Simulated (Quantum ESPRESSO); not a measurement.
TiZnO3 has the trigonal space group R-3, hexagonal axes (No. 148), Pearson symbol hR10. Conventional cell: a = 5.1292 Å, b = 5.1292 Å, c = 14.0839 Å, α = 90.00°, β = 90.00°, γ = 120.00°. O on 18f is coordinated by 1 Ti at 1.886 Å and 1 Ti at 2.113 Å and 1 Zn at 2.049 Å and 1 Zn at 2.263 Å. Ti on 6c has 3 O at 1.886 Å and 3 O at 2.113 Å. Zn on 6c is surrounded by 3 O at 2.049 Å and 3 O at 2.263 Å. (Neighbours: up to the widest gap in distance over summed covalent radii, below 1.35, at either atom; cation-cation contacts left out.)
(The calculation used a cell of 10 atoms; values per cell refer to that cell.)

The geometry is that of Materials Project entry mp-14142, symmetrised and not relaxed again.

What does norm-conserving PBEsol (Quantum ESPRESSO, 84 Ry, no spin-orbit coupling) give for the electronic structure near the Fermi level?

The PBEsol gap is 3.09 eV; at least one edge lies off the plotted path, at a point of the SCF mesh. The smallest direct gap is 3.15 eV. Another valence and conduction extremum on the path lies within 0.02 eV, too close to call. 

The structure is a Materials Project entry; no match was found in the copy of COD used, and its stability was not checked.
